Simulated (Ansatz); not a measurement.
PbS:
Space group Fm-3m (No. 225); a = b = c = 5.9743 Å, α = β = γ = 90.00°

```json
[
 {"atom": "Pb", "site": "4a", "symmetry": "m-3m", "x": "0.0000", "y": "0.0000", "z": "0.0000"},
 {"atom": "S", "site": "4b", "symmetry": "m-3m", "x": "0.5000", "y": "0.5000", "z": "0.5000"}
]
```
(The calculation used a cell of 2 atoms; values per cell refer to that cell.)

Relaxed with r²SCAN. Independent-particle spectrum: no excitons, no local fields, no scissors shift; 0.1 eV broadening; ε₁ of the summed bands alone.

Question: Tabulate the dielectric function from r²SCAN (plane waves, PAW; program Ansatz).

Answer: 

```tsv
E (eV)	ε₁ xx	ε₂ xx
0.0	13.83	0.00
0.5	14.34	0.00
1.0	15.62	0.99
1.5	17.41	2.42
2.0	20.21	5.54
2.5	22.20	11.80
3.0	19.63	24.62
3.5	-3.31	31.05
4.0	-6.96	14.08
4.5	-6.29	10.87
5.0	-5.63	6.77
5.5	-4.16	4.51
6.0	-2.97	3.61
6.5	-1.95	2.70
7.0	-0.88	2.44
7.5	-0.33	3.12
8.0	-1.13	1.90
8.5	0.30	2.45
9.0	-0.79	4.06
9.5	-0.56	2.52
10.0	-1.10	2.55
10.5	-0.80	2.44
11.0	-0.85	2.06
11.5	-0.88	1.85
12.0	-0.94	1.66
```

Question: From ε at 1.2 eV (xx: 16.23 + 1.42i), find n, k, the normal reflectivity and the absorption coefficient.

Answer: n = 4.03, k = 0.176, R = 36 %, α = 2kE/ħc = 21000 cm⁻¹.

With all bands, ε∞ without local fields is 14.0.

The r²SCAN relaxation kept the symmetry of its start. Scalar-relativistic: spin–orbit coupling is off unless named, which matters more the heavier the elements.

Potentials: the later of the program's two PAW sets.
